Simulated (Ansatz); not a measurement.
Data:

C:
```yaml
crystal:
  lattice:
    - [2.30545, 4.57409, 0.00000]
    - [-2.30545, 4.57409, 0.00000]
    - [-1.55353, 0.00000, 3.24490]
  atoms:
    - { symbol: C, position: [0.78483, 0.82388, 0.44850] }
    - { symbol: C, position: [0.21517, 0.17612, 0.55150] }
    - { symbol: C, position: [0.82388, 0.78483, 0.05150] }
    - { symbol: C, position: [0.17612, 0.21517, 0.94850] }
    - { symbol: C, position: [0.09337, 0.56924, 0.87869] }
    - { symbol: C, position: [0.90663, 0.43076, 0.12131] }
    - { symbol: C, position: [0.56924, 0.09337, 0.62131] }
    - { symbol: C, position: [0.43076, 0.90663, 0.37869] }
```

This is the PBEsol-relaxed structure. Tensor components refer to the Cartesian frame of this cell.

### Question
All from PBEsol in the plane-wave PAW code Ansatz, unless another level is named. Estimate the highest zone-centre frequency.

### Answer
1315 cm^-1.

### Question
Give the elastic constants (relaxed ions, GPa).

### Answer
C11 = 351, C22 = 12.0, C33 = 623, C12 = 3.2, C13 = 80.1, C23 = 2.4, C44 = 2.1, C55 = 281, C66 = -1.9, C15 = -114, C25 = -0.2, C35 = -82.8, C46 = -2.1.

Space group C2/c. The start of the workflow was typed in or built on a structure type; neither database checked (COD, Materials Project) lists it. It is not the phase usual at ambient conditions (space group No. 194, 227). Symmetry was held in the PBEsol relaxation. At this level the phase is mechanically unstable. The volume moved by 100 % from the start of the relaxation.

Potentials: the earlier of the program's two PAW sets. The files were generated under PBE; for other functionals the program regenerates the frozen cores, and for LDA and PBEsol the local potential too.
